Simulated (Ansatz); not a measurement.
# ScGa3, first-principles data

ScGa$_{3}$:
```xyz
4
Lattice="4.0485 0.0000 0.0000 0.0000 4.0485 0.0000 0.0000 0.0000 4.0485" Properties=species:S:1:pos:R:3 pbc="T T T"
Sc     0.0000     0.0000     0.0000
Ga     0.0000     2.0243     2.0243
Ga     2.0243     0.0000     2.0243
Ga     2.0243     2.0243     0.0000
```

Space group Pm-3m (No. 221), Cu3Au type; conventional cell a = b = c = 4.049 Å, α = β = γ = 90.00°.

Method: DFT-PBEsol in the program Ansatz with PAW potentials. The cell and atoms are relaxed at this level. Other levels are named where they apply.

**Cell and energy**

```
Property                                                      Result
-----------------------------------------------------  -------------
Volume per atom                                             16.59 Å³
Density                                                   6.36 g/cm³
Formation energy from the elements (no fitted shifts)  -0.55 eV/atom
```

**Electronic structure**

```
Property                                                                    Result
------------------------------------  --------------------------------------------
Electronic character                                             metallic (no gap)
Density of states at the Fermi level  0.47 states/eV per atom (mean over ±0.08 eV)
Gap with spin–orbit coupling                                       none (metallic)
```

**Mechanics**

```
Quantity                                                                      Result
--------------------------------------------  --------------------------------------
Bulk modulus (Birch–Murnaghan fit)                                          83.5 GPa
Pressure derivative B′                                                           4.1
Elastic constants (relaxed ions, GPa)              C11 = 146, C12 = 50.6, C44 = 39.6
Mechanical stability                          stable (all eigenvalues of C positive)
Hill bulk and shear moduli                                         82.4 and 42.7 GPa
Young's modulus                                                              109 GPa
Poisson's ratio                                                                 0.28
Debye temperature from the elastic constants                                   337 K
```

**Phonons**

```
Quantity                                       Result
-----------------------------  ----------------------
Highest zone-centre frequency                256 cm⁻¹
Zone-centre stability          no imaginary mode at Γ
```

The workflow started from an entry of the Crystallography Open Database (COD). Whether it is the stable phase at ambient conditions was not checked. Symmetry was held in the PBEsol relaxation. The run is not spin-polarised. As this level gives no gap, shear constants depend on the k-mesh and smearing (Fermi–Dirac, 0.1 eV here). As this level gives no gap, phonon frequencies hold no LO–TO term and depend on the k-mesh and smearing (Fermi–Dirac, 0.1 eV here). The references are the lowest solids computed at this level, not always the standard phases. Scalar-relativistic: spin–orbit coupling is off unless named, which matters more the heavier the elements.

Potentials: the later of the program's two PAW sets.
